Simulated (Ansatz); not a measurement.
Below is a relaxed structure of NbTe8Mo3. The cell was found from a structure generator's guess, not taken from experiment.

The calculation used DFT PBE, scalar-relativistic, plane waves, PAW (Ansatz). Cutoff 420 eV, Γ-centred mesh, Gaussian smearing, collinear spin.

```
CELL_PARAMETERS angstrom
3.58473 0.00000 0.00000
-1.79237 3.10447 0.00000
0.00000 0.00000 34.60570
ATOMIC_POSITIONS crystal
Nb 0.00000 0.00000 0.00000
Te 0.33333 0.66667 0.19829
Te 0.33333 0.66667 0.44806
Te 0.33333 0.66667 0.69782
Te 0.33333 0.66667 0.94537
Te 0.33333 0.66667 0.05463
Te 0.33333 0.66667 0.30218
Te 0.33333 0.66667 0.55194
Te 0.33333 0.66667 0.80171
Mo 0.00000 0.00000 0.25023
Mo 0.00000 0.00000 0.50000
Mo 0.00000 0.00000 0.74977
```

Formation energies are uncorrected and refer to the elements' standard structures at the same level.

Task: What space group does it have?

Result: P-6m2 (No. 187). Conventional cell: a = 3.585 Å, c = 34.606 Å. Nb has 6 Te at 2.80 Å; Te on its first site is surrounded by 3 Mo at 2.74 Å; Te on its second site has 3 Mo at 2.74 Å; around Mo on a site of symmetry 3m lie 6 Te at 2.74 Å; 3 more sites not described.

Task: How far does it lie from the elements in energy?

Result: −0.30 eV/atom. It lies below the elements, which doesn't yet make it stable against other compounds or structures.

Task: Is it a metal?

Result: Yes, bands cross the Fermi level on the 12×12×2 mesh.

Task: Which magnetic moments does it keep?

Result: 0.04 μB per atom net, the space between the atoms included; by site: Nb 0.3 μB.

The last run used collinear spin, a 12×12×2 mesh (in the run's order of axes) for its 12-atom cell and Gaussian smearing of 0.10 eV. No dispersion correction is applied, so the spacing and binding between layers, chains or molecules are poorly described. Spin–orbit coupling, which can matter for Te, is left out. The reference form of Te is held partly by dispersion forces, which this level lacks. Another magnetic order may lie lower. Symmetry constrained the relaxation, so the result can be a saddle point.
